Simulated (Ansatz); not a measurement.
NaCl:
Space group P6₃/mmc (No. 194); a = 3.857 Å, b = 3.857 Å, c = 6.985 Å, α = 90.00°, β = 90.00°, γ = 120.00°

| atom | site | symmetry | x | y | z |
|---|---|---|---|---|---|
| Na | 2d | -6m2 | 0.6667 | 0.3333 | 0.2500 |
| Cl | 2a | -3m. | 0.0000 | 0.0000 | 0.0000 |

Relaxed with PBEsol.

Question: Give the optical modes at the zone centre with their infrared activity from DFPT, plane-wave PAW PBEsol (Ansatz code).

Answer: Transverse frequencies, without the LO–TO term; a row sums one degenerate level.

| ω (cm⁻¹) | degeneracy | IR ((D/Å)²/amu) | activity | symmetry |
|---|---|---|---|---|
| 72 | 2 | 0.00 | IR-inactive | E2u |
| 120 | 2 | 0.00 | IR-inactive | E2g |
| 149 | 2 | 7.65 | IR | E1u |
| 158 | 1 | 4.46 | IR | A2u |
| 201 | 1 | 0.00 | IR-inactive | B2u |
| 217 | 1 | 0.00 | IR-inactive | B1g |

Question: How high does the top mode go among those that the LO–TO term moves?

Answer: 241 cm⁻¹ for q along x, 241 cm⁻¹ for q along y, 257 cm⁻¹ for q along z.

Space group P6_3/mmc (NiAs type). The first step of the workflow began from a Materials Project structure, measured or hypothetical; the Crystallography Open Database copy checked does not list it. It is not the phase usual at ambient conditions (space group No. 225). Symmetry was held in the PBEsol relaxation; phonons on a q-mesh show no instability.

Potentials: the later of the program's two PAW sets.
